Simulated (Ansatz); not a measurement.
An Ansatz (a program for electronic structure) input:

Ansatz 0.2 input:
```yaml
crystal:
  lattice:
    - [2.5923540196, 0.0, 0.0]
    - [-1.2961770098, 2.2450444366, 0.0]
    - [0.0, 0.0, 2.7829804825]
  atoms:
    - { symbol: C, position: [0.5, 0.0, 0.0] }
    - { symbol: C, position: [0.0, 0.5, 0.6666666667] }
    - { symbol: C, position: [0.5, 0.5, 0.3333333333] }
kpoints:
  mp_grid: { grid: [9, 9, 7] }
hamiltonian:
  xc: hse06
  pseudopotentials: { azcp: { folder: ./paw }, kind: paw }
scf:
  n_extra_bands: 6
  occupations: { method: fixed }
output:
  eigenvalues: true
  eigenstates:
    e_range: [-9.0, 10.7]
    kpoints:
      - [0.0, 0.0, 0.5]  # VBM
      - [0.0, 0.5, 0.0]  # CBM
      - [0.0, 0.0, 0.0]  # GAMMA
      - [0.0, 0.0, 0.5]  # A
      - [0.3333333333, 0.3333333333, 0.0]  # K
      - [0.3333333333, 0.3333333333, 0.5]  # H
      - [0.5, 0.0, 0.0]  # M
      - [0.5, 0.0, 0.5]  # L
```

How many symmetry operations and irreducible k-points will the run report?

12 operations, 48 of 567 k-points.

With a cutoff of 420 eV, how many plane waves at Γ?

327.

It took around 90 core-seconds (rough) on shared server cores.

The points marked VBM and CBM come from a semilocal run.

Space group P6_222. The start of the workflow was typed in or built on a structure type; neither database checked (COD, Materials Project) lists it. It is not the phase usual at ambient conditions (space group No. 194, 227). Symmetry was held in the PBEsol relaxation; its stability against distortions is not shown here.

Potentials: the earlier of the program's two PAW sets. The files were generated under PBE; for other functionals the program regenerates the frozen cores, and for LDA and PBEsol the local potential too.

Ansatz is a plane-wave DFT program.
